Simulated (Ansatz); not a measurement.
VPt$_{3}$ (Cu3Au type, space group No. 221), r²SCAN in the plane-wave PAW code Ansatz, all energies at zero smearing, with the estimated change up to a 700 eV cutoff added, with one set of potentials and settings (totals compare only within such a set). Cell of 4 atoms (1 V, 3 Pt): -40529.532 eV.

```
element             reference phase  E (eV/atom)
-------  --------------------------  -----------
V        Im-3m, 1 atoms in the cell   -2917.0669
Pt       Fm-3m, 1 atoms in the cell  -12536.7848
```

Formation energy per atom, worked out: (-40529.532 − 1×(-2917.0669) − 3×(-12536.7848))/4 = -0.528 eV/atom (-51 kJ per mol of atoms), at 0 K, without zero-point energy or fitted corrections.

Space group Pm-3m (Cu3Au type). The first step of the workflow began from a Materials Project structure, measured or hypothetical; the Crystallography Open Database files this formula in space group No. 221, but the cells were not matched. Its standing as an ambient phase is unchecked. Symmetry was held in the r²SCAN relaxation; its stability against distortions is not shown here. Magnetic state: ferromagnetic, chosen from 3 collinear starts compared on coarse meshes (ties went to the first, and starts can fall back to one state), not a proven ground state. Other orbital occupations within this spin state were not tried. The references are the lowest solids computed at this level, not always the standard phases. Spin–orbit coupling is left out wherever it is not named.

Potentials: the later of the program's two PAW sets.
